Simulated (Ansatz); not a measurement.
The cell below belongs to a search over invented structures; it isn't taken from experiment.

Input and command of a plane-wave DFT calculation in Ansatz:

```yaml
crystal:
  lattice:
    - [2.95875135, 1.70823589, 9.31307884]
    - [-2.95875135, 1.70823589, 9.31307884]
    - [0.0, -3.41647178, 9.31307884]
  atoms:
    - { symbol: Si, position: [0.0, 0.0, 0.0] }
    - { symbol: Bi, position: [0.08827792, 0.08827792, 0.08827792] }
    - { symbol: Bi, position: [0.91172208, 0.91172208, 0.91172208] }
    - { symbol: Te, position: [0.5, 0.5, 0.5] }
    - { symbol: Te, position: [0.36467338, 0.36467338, 0.36467338] }
    - { symbol: Te, position: [0.63532662, 0.63532662, 0.63532662] }
    - { symbol: Te, position: [0.21678925, 0.21678925, 0.21678925] }
    - { symbol: Te, position: [0.78321075, 0.78321075, 0.78321075] }
basis:
  ecutwfc: 420
kpoints:
  mp_grid: { grid: [3, 3, 3] }
hamiltonian:
  xc: pbe
scf:
  occupations: { method: gaussian, width: 0.2 }
  lower_state_search: "off"
output:
  forces: true
  stress: true
  eigenvalues: true
relax:
  adjacent_minimum: "off"
  f_tol: 0.08
  max_steps: 16
  cell: { stress_tol: 0.8 }
```

```bash
ansatz run input.yaml --threads 1 --pin off --max-ram 2560MiB --backend cpu --events-out ev --progress --plain --runs-dir out
```

Processor: AMD EPYC 7R43 64-Core Processor (Zen 3), 1 thread, on a host shared with other jobs.

Question: Estimate time, memory and problem size.

Answer: About 81 s, peak memory 0.6 GiB. It solves 69 bands at 6 k points (after reduction by symmetry) with about 4787 plane waves (on the last cell), in 59 SCF iterations over 9 ionic steps.
